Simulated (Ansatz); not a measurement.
Relaxed-ion elastic tensor of K$_{2}$S (anti-fluorite, Fm-3m) in GPa (Voigt order), LDA (plane waves, PAW; program Ansatz); density 1.97 g/cm³, 30.98 Å³ per atom.

```
      1     2     3    4    5    6
-  ----  ----  ----  ---  ---  ---
1  39.6  15.5  15.5  0.0  0.0  0.0
2  15.5  39.6  15.5  0.0  0.0  0.0
3  15.5  15.5  39.6  0.0  0.0  0.0
4   0.0   0.0   0.0  9.8  0.0  0.0
5   0.0   0.0   0.0  0.0  9.8  0.0
6   0.0   0.0   0.0  0.0  0.0  9.8
```

Q: Is the crystal mechanically stable?

A: Yes: the smallest eigenvalue of C is 9.8 GPa.

Q: Work out the Voigt, Reuss and Hill averages.

A: K_V = 23.5, K_R = 23.5, K_H = 23.5; G_V = 10.7, G_R = 10.6, G_H = 10.6 GPa.

Q: Give Young's modulus, Poisson's ratio, Pugh's ratio and the universal anisotropy index.

A: E = 9KG/(3K + G) = 27.7 GPa; ν = 0.30; K/G = 2.21 (ductile by the Pugh limit of 1.75); A_U = 5G_V/G_R + K_V/K_R − 6 = 0.05.

Q: Estimate the sound speeds and the Debye temperature.

A: v_l = √((K + 4G/3)/ρ) = 4380 m/s, v_t = √(G/ρ) = 2320 m/s, mean 2600 m/s; Θ = (h/k)(3n/4πV)^(1/3) v_m = 246 K.

Q: Give the Zener ratio and Young's modulus along [100], [110] and [111].

A: A = 2C44/(C11 − C12) = 0.81; 1/E = S11 − 2(S11 − S12 − S44/2)Γ with Γ = 0, 1/4, 1/3 gives 30.9, 26.9, 25.8 GPa.

Q: Solve the Christoffel equation for the three sound speeds along [100], [110], [111].

A: Eigenvalues of C_ijkl n_j n_l equal ρv². In km/s, slowest first: [100] 2.23, 2.23, 4.49; [110] 2.23, 2.48, 4.35; [111] 2.40, 2.40, 4.31.

The LDA relaxation kept the symmetry of its start; phonons on a q-mesh show no instability.

Potentials: the later of the program's two PAW sets.
